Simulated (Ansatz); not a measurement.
Relaxed-ion elastic tensor of CaTiO$_{3}$ in space group Pnma (No. 62; Ca on 4c, Ti on 4b, O on 4c, O on 8d) in GPa (Voigt order), PBEsol in the plane-wave PAW code Ansatz; density 4.10 g/cm³, 11.01 Å³ per atom.

```
321  109  133  0.0  0.0  0.0
109  341  110  0.0  0.0  0.0
133  110  311  0.0  0.0  0.0
0.0  0.0  0.0  107  0.0  0.0
0.0  0.0  0.0  0.0  109  0.0
0.0  0.0  0.0  0.0  0.0  120
```

Is the crystal mechanically stable?

Yes: the smallest eigenvalue of C is 107 GPa.

Work out the Voigt, Reuss and Hill averages.

K_V = 186, K_R = 186, K_H = 186; G_V = 109, G_R = 108, G_H = 108 GPa.

Give Young's modulus, Poisson's ratio, Pugh's ratio and the universal anisotropy index.

E = 9KG/(3K + G) = 272 GPa; ν = 0.26; K/G = 1.72 (near the Pugh limit of 1.75, no verdict); A_U = 5G_V/G_R + K_V/K_R − 6 = 0.04.

Estimate the sound speeds and the Debye temperature.

v_l = √((K + 4G/3)/ρ) = 8980 m/s, v_t = √(G/ρ) = 5140 m/s, mean 5710 m/s; Θ = (h/k)(3n/4πV)^(1/3) v_m = 764 K.

Solve the Christoffel equation for the three sound speeds along x, y, z.

Eigenvalues of C_ijkl n_j n_l equal ρv². In km/s, slowest first: x 5.17, 5.42, 8.85; y 5.11, 5.42, 9.13; z 5.11, 5.17, 8.71.

How much does each axis shrink under pressure?

Linear compressibilities β_i = Σ_j S_ij (j = 1 to 3): x 1.8, y 1.8, z 1.8 per TPa.

The workflow started from a Materials Project entry (that database holds measured and hypothetical structures alike); the Crystallography Open Database files this formula in space group No. 62, but the cells were not matched. Whether it is the stable phase at ambient conditions was not checked. Symmetry was held in the PBEsol relaxation; phonons on a q-mesh show no instability. No spin polarisation was allowed.

Potentials: the earlier of the program's two PAW sets.
